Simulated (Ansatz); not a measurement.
## CsLiCr2Te2S3: changing the Hubbard U on Cr d

```cif
data_structure
_symmetry_space_group_name_H-M 'Cm'
_symmetry_Int_Tables_number 8
_cell_length_a 6.8433
_cell_length_b 10.3614
_cell_length_c 7.9783
_cell_angle_alpha 90.000
_cell_angle_beta 111.215
_cell_angle_gamma 90.000
_cell_volume 527.36
loop_
_atom_site_label
_atom_site_type_symbol
_atom_site_symmetry_multiplicity
_atom_site_Wyckoff_symbol
_atom_site_fract_x
_atom_site_fract_y
_atom_site_fract_z
_atom_site_occupancy
Cs1 Cs 2 a 0.09374 0.00000 0.00853 1
Li1 Li 2 a 0.58875 0.00000 0.55336 1
Cr1 Cr 4 b 0.26200 0.20554 0.55790 1
Te1 Te 4 b 0.71921 0.15435 0.29035 1
S1 S 4 b 0.60424 0.79273 0.73347 1
S2 S 2 a 0.21404 0.00000 0.48371 1
```

The cell comes from a database or a generator and needn't be the stable form of this composition.

Kept alike: task projected density of states; functional PBE; k mesh 5 × 5 × 4; occupations fermi-dirac, width 0.05 eV; collinear spin, ferromagnetic start. Program: Ansatz, Ansatz PAW, cutoff 420 eV. The mesh is that of the run's cell of 9 atoms. No spin-orbit coupling.

| run | pressure (GPa) | largest site moment (μB) |
| --- | --- | --- |
| A | 6.26 | 3.32 |
| B | 3.56 | 2.92 |
| C | 1.80 | 2.54 |
| D | 5.02 | 3.16 |

Pressure is positive in compression, with a Pulay correction for the finite cutoff. For a metal such a mesh leaves the last digits unconverged. How U acts hangs on the program's projectors. The runs hold the magnetic state that their start led to, which needn't be the lowest. Site moments count inside each atom's sphere or projector. U is the effective U - J on orthogonalised atomic projectors. Double counting: fully localised limit (the default).

The runs differ in the Hubbard U on Cr d alone: 2; 4; 6; 8 eV. Which run is which?

Run A is 8 eV; run B is 4 eV; run C is 2 eV; run D is 6 eV. The pressure rises from 1.80 to 6.26 GPa between 2 and 8 eV. U localises the shell and weakens its bonds, so the cell pushes outwards. The largest site moment rises from 2.54 to 3.32 μB between 2 and 8 eV.
